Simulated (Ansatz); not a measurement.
Al2Cu:
```xyz
6
Lattice="-2.9984 2.9984 2.4023 2.9984 -2.9984 2.4023 2.9984 2.9984 -2.4023" Properties=species:S:1:pos:R:3 pbc="T T T"
Al     0.9556     3.9540     0.0000
Al     0.9556     2.0428     2.4023
Al     2.0428     0.9556     0.0000
Al     2.0428    -0.9556     2.4023
Cu     0.0000     0.0000     1.2011
Cu     0.0000     0.0000     3.6034
```

Relaxed with r²SCAN. Special points in fractions of this cell's reciprocal vectors: Γ (0.000, 0.000, 0.000); X (0.000, 0.000, 0.500); M (-0.500, 0.500, 0.500); Z (0.410, 0.410, -0.410); Z0 (-0.410, 0.590, 0.410); P (0.250, 0.250, 0.250); N (0.000, 0.500, 0.000).

List the band energies nearest the Fermi level at these points for DFT-r²SCAN in the program Ansatz with PAW potentials.

In eV from the Fermi level; about four levels below and three above (degenerate sets whole), none deeper than 8.9 eV; points with the same levels are listed once.

| k | below | above |
|---|---|---|
| Γ | -1.43 -1.43 -0.98 -0.05 | 0.03 1.75 1.75 |
| X | -1.75 -1.51 -0.79 -0.72 | 0.83 1.36 4.87 |
| M | -3.57 -3.41 -3.41 -1.93 | 2.80 3.05 3.05 |
| Z | -3.53 -3.45 -3.45 -1.10 | 1.64 1.80 1.80 |
| P | -4.20 -4.20 -4.01 -4.01 | 0.41 0.41 0.69 0.69 |
| N | -3.32 -3.32 -2.78 -2.78 | 0.20 0.20 4.33 4.33 |

Space group I4/mcm. Symmetry was held in the r²SCAN relaxation; of distortions, only those at the zone centre were tested. The run is not spin-polarised.

Potentials: the later of the program's two PAW sets.
